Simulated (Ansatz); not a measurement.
AlCo (CsCl type, space group No. 221) under volume change, r²SCAN in the plane-wave PAW code Ansatz, scaled uniformly.

```csv
V (Å³/atom),E − E(relaxed) (meV/atom),P (GPa)
10.227,66.4,22.84
10.564,27.9,14.00
10.901,6.6,6.45
11.238,0.0,0.01
11.575,?,?
11.912,22.6,-10.22
12.249,?,?
```

Problem. Complete the blanks.

Solution. 
- 12.249, E − E(relaxed) (meV/atom): 48.5
- 12.249, P (GPa): -14.24
- 11.575, E − E(relaxed) (meV/atom): 5.9
- 11.575, P (GPa): -5.50

Problem. What does a third-order Birch–Murnaghan fit give for V₀, B₀ and B′?

Solution. V₀ = 11.24 Å³/atom, B₀ = 198 GPa, B′ = 4.2.

Space group Pm-3m (CsCl type). The cell was relaxed with r²SCAN under the symmetry of its start. The run is not spin-polarised.

Potentials: the earlier of the program's two PAW sets.
